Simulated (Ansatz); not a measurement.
Ge in space group Ia-3 (No. 206; Ge on 16c) under volume change, plane-wave PAW r²SCAN (Ansatz code), shape and atoms relaxed at each volume.

```json
[
 {"V (Å³/atom)": "19.219", "E − E(relaxed) (meV/atom)": "42.4", "P (GPa)": "7.74"},
 {"V (Å³/atom)": "19.852", "E − E(relaxed) (meV/atom)": "[?]", "P (GPa)": "[?]"},
 {"V (Å³/atom)": "20.486", "E − E(relaxed) (meV/atom)": "4.2", "P (GPa)": "2.19"},
 {"V (Å³/atom)": "21.120", "E − E(relaxed) (meV/atom)": "0.0", "P (GPa)": "0.00"},
 {"V (Å³/atom)": "21.753", "E − E(relaxed) (meV/atom)": "3.8", "P (GPa)": "-1.85"},
 {"V (Å³/atom)": "22.387", "E − E(relaxed) (meV/atom)": "14.3", "P (GPa)": "-3.41"},
 {"V (Å³/atom)": "23.020", "E − E(relaxed) (meV/atom)": "[?]", "P (GPa)": "[?]"}
]
```

**Question.** Complete the blanks.

**Answer.** 
- 19.852, E − E(relaxed) (meV/atom): 17.8
- 19.852, P (GPa): 4.78
- 23.020, E − E(relaxed) (meV/atom): 30.4
- 23.020, P (GPa): -4.72

**Question.** What does a third-order Birch–Murnaghan fit give for V₀, B₀ and B′?

**Answer.** V₀ = 21.12 Å³/atom, B₀ = 66.6 GPa, B′ = 4.4.

The workflow started from a Materials Project entry (that database holds measured and hypothetical structures alike); the Crystallography Open Database copy checked does not list it. It is not the phase usual at ambient conditions (space group No. 227). The cell was relaxed with r²SCAN under the symmetry of its start; its stability against distortions is not shown here.

Potentials: the earlier of the program's two PAW sets. The files were generated under PBE; for other functionals the program regenerates the frozen cores, and for LDA and PBEsol the local potential too.
